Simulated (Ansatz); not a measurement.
# LaGa3N4 (ordering on wurtzite): the band gap by level of theory

All numbers come from Ansatz 0.2.0. Values at 0 K without nuclear motion; no magnetic order is allowed, and the phase may be a hypothetical one.

An ordered 8-atom cell of LaGa3N4 on the wurtzite lattice (P3m1), relaxed with r2SCAN. The symmetry is P3m1 (No. 156, trigonal); a = 3.333 Å, c = 11.229 Å in the conventional setting, 13.50 Å³ an atom. Ga is surrounded by 4 N at 1.96–2.02 Å; Ga is surrounded by 4 N at 1.93–2.00 Å; Ga is surrounded by 4 N at 1.97–2.00 Å; La is surrounded by 4 N at 2.24–2.50 Å; N is surrounded by 4 Ga at 1.96–2.00 Å; N is surrounded by 1 Ga at 1.93 Å and 3 La at 2.24 Å; N is surrounded by 4 Ga at 1.97–2.00 Å; N is surrounded by 3 Ga at 2.02 Å and 1 La at 2.50 Å.

```xyz
8
Lattice="3.3331 0.0000 0.0000 -1.6665 2.8865 0.0000 0.0000 0.0000 11.2290" Properties=species:S:1:pos:R:3 pbc="T T T"
Ga    0.0000    1.9243    0.2947
Ga    0.0000    1.9243    5.3420
Ga    1.6665    0.9622    2.8158
La    1.6665    0.9622    8.4228
N     0.0000    1.9243    2.2563
N     0.0000    1.9243    7.2742
N     1.6665    0.9622    4.7821
N     1.6665    0.9622   10.9209
```

Relaxed lattice by functional, symmetry kept:

| functional | k mesh | a (Å) | c (Å) | volume (Å³/atom) |
| --- | --- | --- | --- | --- |
| PBE | 12×12×2 | 3.371 | 11.312 | 13.91 |
| r2SCAN | 12×12×2 | 3.333 | 11.229 | 13.50 |

Gaps on the r2SCAN cell, each the least over its mesh and the special points:
```json
{"level": "PBE", "k mesh": "12×12×2", "gap (eV)": "0.82", "kind": "indirect", "edges": "K → Γ", "least direct gap (eV)": "1.31", "rough cost": "40 core-seconds"}
{"level": "PBE+SOC", "k mesh": "12×12×2", "gap (eV)": "0.83", "kind": "indirect", "edges": "K → Γ", "least direct gap (eV)": "1.30", "rough cost": "4 core-minutes"}
{"level": "r2SCAN", "k mesh": "12×12×2", "gap (eV)": "1.15", "kind": "indirect", "edges": "K → Γ", "least direct gap (eV)": "1.68", "rough cost": "60 core-seconds"}
{"level": "HSE06", "k mesh": "6×6×2", "gap (eV)": "1.81", "kind": "indirect", "edges": "K → Γ", "least direct gap (eV)": "2.32", "rough cost": "6 core-minutes"}
{"level": "PBE0", "k mesh": "6×6×2", "gap (eV)": "2.48", "kind": "indirect", "edges": "K → Γ", "least direct gap (eV)": "3.00", "rough cost": "6 core-minutes"}
```
PBE, PBE+SOC: smearing of 0.02 eV; the others have fixed occupations.
Wave cutoffs: 420 eV, 500 eV (r2SCAN).
Costs come from shared machines and give only the order; PBE's includes the band path. The runs had 4 threads of Arm Neoverse V2, on a shared host.

With HSE06 the valence top lies at K and the conduction bottom at Γ, 1.81 eV higher; the smallest vertical gap, at Γ, is 2.32 eV. Spin-orbit coupling changes the PBE gap by +0.003 eV, to 0.83 eV.

r2SCAN covers 33 % of the step from PBE to HSE06, while HSE06 needs about 6 times r2SCAN's rough cost (on a coarser mesh). For gaps to 0.1 eV, spin-orbit coupling (up to 0.01 eV here) can be left out. Among these functionals the gap stays indirect.

r2SCAN (ground state on 9×9×2): ε∞: 7.48 along x and y, 6.44 along z. Born charges, averaged over directions: Ga +2.63 to +2.91, La +3.92, N -3.71 to -2.79 e.

Only the levels marked +SOC include spin-orbit coupling.
